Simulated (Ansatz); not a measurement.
Starting cell, HfO2 (fluorite):

```xyz
6
Lattice="0.0000 5.0976 5.0976 2.5488 2.5488 5.0976 2.5488 2.5488 0.0000" Properties=species:S:1:pos:R:3 pbc="T T T"
Hf     0.0000     0.0000     0.0000
Hf     0.0000     2.5488     2.5488
O      1.2744     1.2744     1.2744
O      1.2744     3.8232     3.8232
O      3.8232     8.9208     8.9208
O      3.8232     6.3720     6.3720
```

A phonon eigenvector at X = (0.5, 0.5, 0.0) is frozen into this cell: atom i moves by Q times the vector below, so Q is the largest atomic displacement, in Å. The cell is held. (q is in reciprocal vectors of the primitive cell; the cell shown is doubled to hold the pattern.)

```csv
atom,x,y,z
O3,0.000,0.000,1.000
O4,0.000,0.000,-1.000
O5,0.000,0.000,1.000
O6,0.000,0.000,-1.000
```

Atoms not listed stay in place.

The numbers are results of PBE (plane waves to 420 eV, PAW, scalar-relativistic; Ansatz, a program for electronic structure), not measurements. k mesh 11×11×11 (Γ-centred), Fermi-Dirac smearing 0.05 eV. HfO2 is run without spin polarisation. HfO2 was relaxed with its symmetry unable to fall. Spin-orbit coupling is left out, though Hf is heavy. This is a high-temperature form of HfO2. 

```json
[
 {"Q (Å)": "-0.440", "−dE/dQ from forces (eV/Å)": "5.828"},
 {"Q (Å)": "-0.367", "−dE/dQ from forces (eV/Å)": "3.302"},
 {"Q (Å)": "-0.293", "−dE/dQ from forces (eV/Å)": "[?]"},
 {"Q (Å)": "-0.220", "−dE/dQ from forces (eV/Å)": "[?]"},
 {"Q (Å)": "-0.147", "−dE/dQ from forces (eV/Å)": "-0.973"},
 {"Q (Å)": "-0.073", "−dE/dQ from forces (eV/Å)": "-0.794"},
 {"Q (Å)": "0.000", "−dE/dQ from forces (eV/Å)": "0.000"},
 {"Q (Å)": "0.073", "−dE/dQ from forces (eV/Å)": "0.794"},
 {"Q (Å)": "0.147", "−dE/dQ from forces (eV/Å)": "0.973"},
 {"Q (Å)": "0.220", "−dE/dQ from forces (eV/Å)": "[?]"},
 {"Q (Å)": "0.293", "−dE/dQ from forces (eV/Å)": "[?]"},
 {"Q (Å)": "0.367", "−dE/dQ from forces (eV/Å)": "-3.302"},
 {"Q (Å)": "0.440", "−dE/dQ from forces (eV/Å)": "-5.828"}
]
```

What belongs in the gaps?


- -0.293, −dE/dQ from forces (eV/Å): 1.194
- -0.220, −dE/dQ from forces (eV/Å): -0.291
- 0.220, −dE/dQ from forces (eV/Å): 0.291
- 0.293, −dE/dQ from forces (eV/Å): -1.194

(A displaced cell: forces are minus the slopes of the energy, force constants its curvatures, and phonons follow from these.)
